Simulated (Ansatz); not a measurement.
Mg$_{2}$ZnO$_{3}$: ab initio molecular dynamics

Computed with DFT PBEsol, scalar-relativistic, plane waves, PAW in Ansatz 0.2.0. Settings: plane waves to 420 eV, k-mesh 2×2×2 (shifted by 0.5, 0.5, 0.5 steps), Fermi–Dirac smearing 0.02 eV. The mesh is coarse. No spin polarisation.

18 atoms, starting at 1.00 times the perfect crystal's volume (space group P-3m1, the cell as given, not relaxed at this level); constant energy, velocities drawn at 200 K, fixed cell; 62 steps of 1 fs. The run is short and not equilibrated.

First frame:

```
Mg Zn O
1.0
     4.54950   -2.62665    0.00000
     0.00000    5.25331    0.00000
     0.00000    0.00000    7.40332
Mg Zn O
6 3 9
Direct
  0.00000 0.33333 0.66580
  0.66667 0.66667 0.66580
  0.33333 0.00000 0.66580
  0.33333 0.33333 0.33420
  0.00000 0.66667 0.33420
  0.66667 0.00000 0.33420
  0.00000 0.00000 0.00000
  0.66667 0.33333 0.00000
  0.33333 0.66667 0.00000
  0.00000 0.33333 0.17262
  0.66667 0.66667 0.17262
  0.33333 0.00000 0.17262
  0.33333 0.33333 0.82738
  0.00000 0.66667 0.82738
  0.66667 0.00000 0.82738
  0.00000 0.00000 0.50000
  0.66667 0.33333 0.50000
  0.33333 0.66667 0.50000
```

```yaml
Mean_temperature_over_the_second_half: 107 K
Mean_pressure_over_the_second_half_kinetic_part_included: -5.0 GPa
Mean_potential_energy_above_the_perfect_crystal_as_given_at_volume_ratio_1;_besides_heat_the_difference_comes_from_the_crystal's_own_forces_of_up_to_0.17_eV/Å_and_pressure_of_-5.8_GPa;_its_own_run_had_another_smearing_without_effect_beside_its_gap: 11 meV/atom
Drift_of_the_conserved_energy_over_the_run: 0.02 meV/atom
Mean-square_drift_of_Mg_from_first_to_last_step_mean_shift_of_all_atoms_removed: 0.01 Å²
Mean-square_drift_of_O_from_first_to_last_step_mean_shift_of_all_atoms_removed: 0.00 Å²
Mean-square_drift_of_Zn_from_first_to_last_step_mean_shift_of_all_atoms_removed: 0.01 Å²
```

Along the run (potential energy from its first value; pressure with the kinetic part):

```csv
t (fs),T (K),ΔE_pot (meV/atom),P (GPa)
0.0,200,0.0,-5.5
2.0,196,0.5,-5.5
4.0,185,1.8,-5.5
6.0,168,3.9,-5.4
8.0,147,6.5,-5.4
10.0,122,9.5,-5.3
12.0,98,12.5,-5.2
14.0,74,15.4,-5.1
16.0,55,17.7,-5.1
18.0,41,19.4,-5.0
20.0,34,20.3,-5.0
22.0,33,20.4,-4.9
24.0,39,19.7,-4.9
26.0,50,18.4,-4.9
28.0,64,16.6,-5.0
30.0,81,14.6,-5.0
32.0,97,12.5,-5.0
34.0,112,10.7,-5.1
36.0,124,9.2,-5.1
38.0,133,8.2,-5.1
40.0,138,7.6,-5.1
42.0,138,7.5,-5.1
44.0,135,7.9,-5.1
46.0,129,8.6,-5.1
48.0,121,9.7,-5.0
50.0,111,10.9,-5.0
52.0,100,12.3,-5.0
54.0,89,13.6,-4.9
56.0,79,14.8,-4.9
58.0,71,15.8,-4.8
60.0,65,16.6,-4.8
62.0,61,17.0,-4.8
```